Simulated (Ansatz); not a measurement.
Data:

Ge:
```xyz
8
Lattice="-3.4703 3.4703 3.4703 3.4703 -3.4703 3.4703 3.4703 3.4703 -3.4703" Properties=species:S:1:pos:R:3 pbc="T T T"
Ge     1.0275     4.4978    -1.0275
Ge    -1.0275     2.4428     1.0275
Ge     2.4428     2.4428     2.4428
Ge     1.0275     1.0275     1.0275
Ge     4.4978    -1.0275     1.0275
Ge     2.4428     1.0275    -1.0275
Ge    -1.0275     1.0275     4.4978
Ge     1.0275    -1.0275     2.4428
```

This is the PBEsol-relaxed structure.

Problem. All from PBEsol (plane waves, PAW; program Ansatz), unless another level is named. Estimate the electronic character.

Solution. metallic (no gap).

Problem. Predict the density of states at the Fermi level.

Solution. 0.16 states/eV per atom (mean over ±0.08 eV).

Problem. What about the gap with spin–orbit coupling?

Solution. none (metallic).

Space group Ia-3. The first step of the workflow began from a Materials Project structure, measured or hypothetical; the Crystallography Open Database copy checked does not list it. It is not the phase usual at ambient conditions (space group No. 227). Symmetry was held in the PBEsol relaxation; of distortions, only those at the zone centre were tested. Spin–orbit coupling is left out wherever it is not named.

Potentials: the later of the program's two PAW sets.
